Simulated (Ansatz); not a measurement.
The relaxed structure here is a generated cell of IrO2: the first start was made by placing the elements on the sites of a structure type, and the end was not matched to a known phase here, so it may be hypothetical. Known forms of IrO2 include space group No. 136.

One stationary structure of IrO$_{2}$. Space group P6/mmm (No. 191). All values below come from PBEsol (plane waves to 420 eV, PAW, scalar-relativistic; Ansatz, an electronic-structure program).

```cif
data_IrO2
_chemical_formula_sum 'O2 Ir1'
_space_group_name_H-M_alt 'P 1'
_space_group_IT_number 1
_cell_length_a 3.56048
_cell_length_b 3.56048
_cell_length_c 2.73942
_cell_angle_alpha 90.000
_cell_angle_beta 90.000
_cell_angle_gamma 120.000
loop_
_space_group_symop_operation_xyz
  'x, y, z'
loop_
_atom_site_label
_atom_site_type_symbol
_atom_site_fract_x
_atom_site_fract_y
_atom_site_fract_z
_atom_site_occupancy
O1 O 0.33333 0.66667 0.50000 1
O2 O 0.66667 0.33333 0.50000 1
Ir1 Ir 0.00000 0.00000 0.50000 1
```

For IrO2, the volume per atom comes out as 10.03 Å³ and the band gap is no gap (metallic). The shortest distances is O–O 2.06 Å; Ir–O 2.06 Å; Ir–Ir 2.74 Å and the k-mesh comes out as 15×15×17.

Band energies at high-symmetry points (eV from the Fermi level; labels of this space group; no spin-orbit coupling), from −5 eV up to 3.6 eV:

| point | energies |
|---|---|
| Γ | -3.39 -2.37 -2.37 -1.16 -1.16 -0.80 3.39 3.39 |
| M | -4.31 -2.55 -1.76 -1.29 -1.00 1.17 3.45 |
| K | -3.61 -3.61 -0.77 0.05 0.05 0.56 0.56 |
| A | -3.44 -3.44 -2.34 -1.98 -1.98 1.16 3.48 3.48 |
| L | -4.18 -3.75 -2.30 -0.79 -0.06 2.18 3.53 |
| H | -0.90 -0.90 -0.64 0.30 0.30 1.91 |

No spin polarisation in the result. The relaxed primitive cell holds an odd number of electrons. A magnetic state may lie lower. The d or f electrons are treated with no Hubbard U.

The run could not lower the symmetry of its start; a shaken copy of this end point relaxes with PBEsol to P2₁/m (No. 11), 0.54 eV/atom lower.
